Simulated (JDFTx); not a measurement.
surface: Be(0001)
bulk: Be, P6_3/mmc, lattice of mp-87 (not re-optimised)
slab: 6 atoms in 6 planes, 1x1, 9.1 Å between the outermost planes
in-plane cell: 2.265 × 2.265 Å, 4.44 Å²
cell height: 24.9 Å
sampling: 10×10×1 k mesh, Fermi smearing 0.01 Ha, no spin polarisation

Level of theory: PBE, GBRV ultrasoft potentials, plane waves to 20/100 Ha; code: JDFTx (a modified build). Liquid on both sides: linear PCM (GLSSA13), water, 0.5 M KF; nuclei fixed, outer atoms relaxed in vacuum. The electron chemical potential μ is absolute (zero in the bulk liquid) and is turned into a potential by U = −μ/e − 4.44 V vs SHE, a convention. Both faces are the same ideal termination; reconstructions, overlayers and chemisorbed solvent are outside this model. Convergence in thickness and k mesh wasn't tested for this slab.

Predict the potential of zero charge and the surface charge against electrode potential.

The potential of zero charge is 0.56 V vs SHE.

| U (V vs SHE) | μ (eV) | excess electrons per cell | σ (μC/cm², per face) | run |
|---|---|---|---|---|
| -0.35 | -4.09 | 0.059 | -10.7 | fixed potential |
| -0.15 | -4.29 | 0.047 | -8.5 | fixed potential |
| 0.40 | -4.84 | 0.011 | -2.0 | fixed potential |
| 0.56 | -5.00 | 0.000 | 0.0 | neutral |
| 0.85 | -5.29 | -0.022 | 4.0 | fixed potential |
| 1.13 | -5.57 | -0.044 | 8.0 | fixed charge |
| 1.25 | -5.69 | -0.055 | 10.0 | fixed potential |
